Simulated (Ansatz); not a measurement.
BP:
```xyz
12
Lattice="5.5935 0.0000 0.0000 0.0000 5.5935 0.0000 0.0000 0.0000 5.5935" Properties=species:S:1:pos:R:3 pbc="T T T"
B      1.3984     2.7968     0.0000
B      4.1951     2.7968     0.0000
B      0.0000     1.3984     2.7968
B      0.0000     4.1951     2.7968
B      2.7968     0.0000     1.3984
B      2.7968     0.0000     4.1951
P      2.7968     1.3984     0.0000
P      2.7968     4.1951     0.0000
P      0.0000     2.7968     1.3984
P      0.0000     2.7968     4.1951
P      1.3984     0.0000     2.7968
P      4.1951     0.0000     2.7968
```

Relaxed with PBE. Special points in fractions of this cell's reciprocal vectors: Γ (0.000, 0.000, 0.000); X (0.000, 0.500, 0.000); M (0.500, 0.500, 0.000); R (0.500, 0.500, 0.500).

List the band energies nearest the valence-band maximum at these points for plane-wave PAW PBE (Ansatz code).

In eV from the valence-band maximum; about four levels below and three above (degenerate sets whole), none deeper than 8.9 eV; points with the same levels are listed once.

| k | below | above |
|---|---|---|
| Γ | -2.58 -2.58 -2.58 0.00 0.00 0.00 | 1.27 1.27 1.27 |
| X | -1.17 -1.17 -0.82 -0.82 | 0.67 0.67 3.27 3.27 |
| M | -1.82 -1.82 -1.18 -0.77 | 2.05 2.05 3.21 3.21 |
| R | -2.62 -2.62 -2.62 -2.62 | 3.38 3.38 3.38 3.38 3.38 3.38 |

Space group Pm-3n. The start of the workflow was typed in or built on a structure type; neither database checked (COD, Materials Project) lists it. It is not the phase usual at ambient conditions (space group No. 216). Symmetry was held in the PBE relaxation; its stability against distortions is not shown here.

Potentials: the earlier of the program's two PAW sets.
